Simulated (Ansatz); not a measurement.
Rb$_{2}$Te:
```cif
data_Rb8Te4
_chemical_formula_sum 'Rb8 Te4'
_space_group_name_H-M_alt 'Fm-3m'
_space_group_IT_number 225
_space_group_name_Hall '-F 4 2 3'
_cell_length_a 8.43234
_cell_length_b 8.43234
_cell_length_c 8.43234
_cell_angle_alpha 90.000
_cell_angle_beta 90.000
_cell_angle_gamma 90.000
loop_
_atom_site_label
_atom_site_type_symbol
_atom_site_symmetry_multiplicity
_atom_site_Wyckoff_symbol
_atom_site_fract_x
_atom_site_fract_y
_atom_site_fract_z
_atom_site_occupancy
Rb1 Rb 8 c 0.25000 0.25000 0.25000 1
Te1 Te 4 a 0.00000 0.00000 0.00000 1
```
(The calculation used a cell of 3 atoms; values per cell refer to that cell.)

Relaxed with PBEsol. 

**Question.** HSE06 on this cell (Ansatz, a program for electronic structure, PAW) gives a gap of 2.74 eV. What does PBEsol give?

**Answer.** 1.90 eV.

Cost on shared cores: the PBEsol run (SCF on a 6×6×6 mesh, then bands and DOS) around 24 core-seconds (rough), the HSE06 run (SCF on 4×4×4, then a few points) roughly 2.7 core-minutes; the tasks are unlike.

The workflow started from a Materials Project entry (that database holds measured and hypothetical structures alike); the Crystallography Open Database copy checked does not list it. Whether it is the stable phase at ambient conditions was not checked. The PBEsol relaxation kept the symmetry of its start; its stability against distortions is not shown here. Scalar-relativistic: spin–orbit coupling is off unless named, which matters more the heavier the elements.

Potentials: the later of the program's two PAW sets.

Ansatz is a plane-wave DFT program.
